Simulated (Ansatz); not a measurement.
# CdSnO2: rattling a relaxed structure

The cell was found from a structure generator's guess, not taken from experiment.

Method: Ansatz 0.2.0, DFT PBE, scalar-relativistic, plane waves, PAW. Cutoff 420 eV; k points 8×8×6 on the computed 4-atom cell (Γ-centred); Gaussian smearing, width 0.02 eV; no spin polarisation.

The cell below (4 atoms, space group P4mm (No. 99)) is relaxed within its symmetry.

```cif
data_structure
_symmetry_space_group_name_H-M 'P 1'
_symmetry_Int_Tables_number 1
_cell_length_a 4.0219
_cell_length_b 4.0219
_cell_length_c 4.7099
_cell_angle_alpha 90.000
_cell_angle_beta 90.000
_cell_angle_gamma 90.000
_cell_volume 76.19
loop_
_atom_site_label
_atom_site_type_symbol
_atom_site_fract_x
_atom_site_fract_y
_atom_site_fract_z
_atom_site_occupancy
Cd1 Cd 0.00000 0.00000 0.09932 1
Sn1 Sn 0.50000 0.50000 0.68654 1
O1 O 0.50000 0.00000 0.89747 1
O2 O 0.00000 0.50000 0.89747 1
```

For the test a repeat of it with 8 atoms (edges 4.02, 4.71, 8.04 Å) was strained at random (σ = 1.5 % a component), the atoms were moved at random (σ = 0.10 Å), and all was relaxed again on a coarse 4×4×2 mesh (in the run’s order of axes) with 0.10 eV smearing, with no symmetry imposed.

No dispersion correction is applied, so the spacing and binding between layers, chains or molecules are poorly described.

Q: Is the structure stable against such a distortion?

A: It doesn't return. The energy falls by 196 meV/atom on that mesh, the volume changes by -1.4 %, and the end has space group I4mm (No. 107) at a loose tolerance. Relaxed again on a 10×10×10 mesh with 0.02 eV smearing, the new structure lies 195 meV/atom below the first (mesh in the axes of the run's cell; the cell below is made exact in the group named). Space group I4mm (No. 107), tetragonal, a = 3.923 Å, c = 9.751 Å. Around Cd lie 4 O at 2.30 Å and 1 Sn at 2.78 Å; Sn is surrounded by 4 O at 2.16 Å and 1 Cd at 2.78 Å; around O lie 2 Sn at 2.16 Å, 2 Cd at 2.30 Å and 4 O at 2.77 Å.

```cif
data_structure
_symmetry_space_group_name_H-M 'P 1'
_symmetry_Int_Tables_number 1
_cell_length_a 5.6094
_cell_length_b 5.6094
_cell_length_c 5.6094
_cell_angle_alpha 139.062
_cell_angle_beta 139.062
_cell_angle_gamma 59.281
_cell_volume 75.04
loop_
_atom_site_label
_atom_site_type_symbol
_atom_site_fract_x
_atom_site_fract_y
_atom_site_fract_z
_atom_site_occupancy
Cd1 Cd 0.11423 0.11423 0.00000 1
Sn1 Sn 0.39909 0.39909 0.00000 1
O1 O 0.99150 0.49150 0.50000 1
O2 O 0.49150 0.99150 0.50000 1
```
